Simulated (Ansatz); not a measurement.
An Ansatz (an electronic-structure program) run. Input:

Ansatz 0.2 input:
```yaml
crystal:
  lattice:
    - [4.2999401075, 0.0, 0.0]
    - [-2.1499700538, 3.7238573679, 0.0]
    - [0.0, 0.0, 7.0704894248]
  atoms:
    - { symbol: Cu, position: [0.6666666667, 0.3333333333, 0.9990988314] }
    - { symbol: Cu, position: [0.3333333333, 0.6666666667, 0.4990988314] }
    - { symbol: I, position: [0.6666666667, 0.3333333333, 0.6261011686] }
    - { symbol: I, position: [0.3333333333, 0.6666666667, 0.1261011686] }
kpoints:
  mp_grid: { grid: [6, 6, 3] }
hamiltonian:
  xc: hse06
  pseudopotentials: { kind: paw }
scf:
  occupations: { method: fixed }
checkpoint: { read: static.run }
output: { bader: true, populations: true }
```

Output (shortened):

```
WARN checkpoint.read: basis.xc_grid differs: saved 2, current 1 (points along each axis for each point of the dense box …
WARN checkpoint.read: where the exact-exchange loop starts from the saved orbitals it accepts no state on its first cycle, because this run solves another …
Pseudopotential: Cu, paw, valence charge 19
Pseudopotential: I, paw, valence charge 17
Functional definition: HSE06
davidson cushion auto → on  (no smearing: the cushion is to keep the highest requested band from converging to the state above it …
Crystal: 4 atoms, lattice volume = 113.215 Å³
Basis set: ecut = 420 eV, 2213 PW (Γ)
Bands: 44, of which v1, the nominal top of the filled ones, is band 36 counted from 1 (35 counted from 0)
Symmetry: 12 space group operations
Space group: P63mc (ITA 186), of the structure as read, at distance tolerance 4.8e-5 Å
k-points: 14 of 108 (time reversal used)
Exchange kernel: α = 0.2500, screened, ω = 0.2079 Å⁻¹, Wigner–Seitz truncation, v(0) = 1046.6113 eV·Å³, q-mesh 6×6×3, nearest image of the exchange supercell L …
Frozen-core exchange: fock
iter 1 solved again at ethr=1.52e-10 eV; its pass at ethr=1.00e-1 eV (dr2=1.10e-7 eV) is discarded
SCF iter   1: F=—  HF=-28284.894376 eV  |F-HF|=—  |Δ(HF+E_count)|=         —  Δρ=1.66e-5  dr2=2.46e-7  ethr=1.52e-10  ⟨swp⟩=5.1  Hψ=3311  notcnv=0
preconditioner: auto → none
SCF iter   2: F=-28284.894376 eV  HF=-28284.894376 eV  |F-HF|=6.97e-8  |Δ(HF+E_count)|=   4.88e-8  Δρ=8.59e-6  dr2=7.52e-8  ethr=1.52e-10  ⟨swp⟩=4.0  Hψ=1861  notcnv=0
SCF 1 converged in 2 iterations: F = -28284.894376 eV  dr2 = 7.52e-8
hybrid outer 1: dexx = +2.216e-7 eV, tail = 3.21e-6 eV
Crystal: 4 atoms, lattice volume = 113.215 Å³
Exchange kernel: α = 0.2500, screened, ω = 0.2079 Å⁻¹, Wigner–Seitz truncation, v(0) = 1046.6113 eV·Å³, q-mesh 6×6×3, nearest image of the exchange supercell L …
Frozen-core exchange: fock
SCF iter   1: F=—  HF=-28284.894417 eV  |F-HF|=—  |Δ(HF+E_count)|=         —  Δρ=1.57e-5  dr2=1.85e-7  ethr=2.23e-8  ⟨swp⟩=2.0  Hψ=1358  notcnv=0
preconditioner: auto → none
SCF iter   2: F=—  HF=-28284.894417 eV  |F-HF|=—  |Δ(HF+E_count)|=   6.85e-9  Δρ=1.60e-5  dr2=1.82e-7  ethr=2.54e-10  ⟨swp⟩=4.0  Hψ=2004  notcnv=0
iter 3 solved again at ethr=4.57e-12 eV; its pass at ethr=2.49e-10 eV (dr2=3.29e-9 eV) is discarded
SCF iter   3: F=-28284.894417 eV  HF=-28284.894417 eV  |F-HF|=2.58e-9  |Δ(HF+E_count)|=   5.84e-8  Δρ=2.27e-6  dr2=3.25e-8  ethr=4.57e-12  ⟨swp⟩=3.0  Hψ=3061  notcnv=0
SCF 2 converged in 3 iterations: F = -28284.894417 eV  dr2 = 3.25e-8
hybrid outer 2: dexx = +1.448e-7 eV, tail = 6.82e-8 eV, Δε = 1.43e-3 eV (about 2.57e-4 eV left of the loop's levels)
hybrid SCF converged: 2 outer / 5 inner (+0 warm-up), last move |dexx| = 1.45e-7 eV, tail = 6.82e-8 eV
Stability not checked (fock_operator)
Free energy (F): -28284.894417 eV
Frozen-core exchange: fock
Harris-Foulkes:  -28284.894417 eV  (|F-HF|=2.58e-9)
Internal energy: -28284.894417 eV  (E = F + TS)
E sigma→0 (E₀):  -28284.894417 eV
Fermi energy:    6.942773 eV
--- Per-component energies (eV) ---
  E_band       = -1933.827894
  E_kinetic    = 979.598812
  E_local      = -15395.783684  (includes V_loc(G=0)·N_el)
  E_nonlocal   = 649.358479
  E_hartree    = 7177.269558
  E_xc         = -345.444805
  E_vxc        = -383.672443  (∫ρ·V_xc dr)
  E_exx        = -319.614268  (= α·E_x^exact, valence–valence)
  E_paw        = -12775.660341  (= ΣΔE_a)
  E_vpaw       = -1498.646350  (= ΣTr[D̂ρ^β])
  E_aug_tail   = 0.000558  (compensation charges beyond the density's cutoff)
  E_ewald      = -8253.453152
  E_core_change = -1.165574  (= ΣΔE_core)
  E_smearing   =  0.000000  (= −TS)
  E_closure    =  0.000000  (closes the sum)
  Σ components = -28284.894417   (vs F -28284.894417, Δ=0.00e0)
  [band-id]    e_kinetic+e_local+e_nonlocal+2·e_hartree+e_vxc+2·e_exx+e_vpaw+e_augmentation_tail = -1933.834048   (vs E_band -1933.827894, Δ=-6.15e-3)
--- Band table (eV; the first three rows and the last of 14) ---
  k-point 0: bands = ["-109.5672", "-109.5671", "-65.4310", "-65.4305", "-65.4299", "-65.4299", "-65.4298", "-65.4298", "-40.7685", "-40.7684", "-40.7662", "-40.7662", "-40.7661", "-40.7661", "-40.7607", "-40.7607", "-40.7605", "-40.7605", "-7.6843", …
  k-point 1: bands = ["-109.5671", "-109.5671", "-65.4309", "-65.4306", "-65.4298", "-65.4298", "-65.4298", "-65.4298", "-40.7685", "-40.7684", "-40.7662", "-40.7662", "-40.7661", "-40.7661", "-40.7606", "-40.7606", "-40.7605", "-40.7605", "-7.5497", …
  k-point 2: bands = ["-109.5671", "-109.5671", "-65.4309", "-65.4305", "-65.4299", "-65.4298", "-65.4297", "-65.4297", "-40.7684", "-40.7683", "-40.7662", "-40.7662", "-40.7661", "-40.7660", "-40.7606", "-40.7606", "-40.7605", "-40.7604", "-7.5621", …
  k-point 13: bands = ["-109.5672", "-109.5672", "-65.4308", "-65.4308", "-65.4297", "-65.4297", "-65.4295", "-65.4294", "-40.7682", "-40.7682", "-40.7661", "-40.7661", "-40.7661", "-40.7660", "-40.7604", "-40.7604", "-40.7604", "-40.7604", "-6.9319", …
  guard bands above this table: 4 of the run's 44 bands. The solve was not asked for them (output.publish_guard_bands: true or output.eigenvalues …
--- Löwdin populations: 4 sites ---
  site symbol       q [e]
     0     Cu     18.5213
     1     Cu     18.5213
     2      I     17.3409
     3      I     17.3409
  spilling = 0.003828 (of n_electrons = 72.000000)
--- Bader charges: 4 sites ---
  site symbol  charge [e]  shift [e]
     0     Cu      0.3809     0.0031
     1     Cu      0.3809     0.0031
     2      I     -0.3809     0.0031
     3      I     -0.3809     0.0031
  shift: an alarm, by how much a part of what the PAW files miss would move the charge. Where it is large, compare
  with a run on PAW files of another source; a small one proves nothing
  estimated error of the sums over rays = 3.3e-4 e
```

Cost: roughly 120 core-seconds on shared cores.

Space group P6_3mc (wurtzite). A made-up cell: these elements were put on the sites of a structure type; the Crystallography Open Database files this formula in space group No. 186, but the cells were not matched. It is not the phase usual at ambient conditions (space group No. 216). The cell was relaxed with HSE06 under the symmetry of its start; whether a distortion lowers the energy is not shown. The run is not spin-polarised. Scalar-relativistic: spin–orbit coupling is off unless named, which matters more the heavier the elements.

Potentials: the later of the program's two PAW sets.

Ansatz is a plane-wave DFT program.
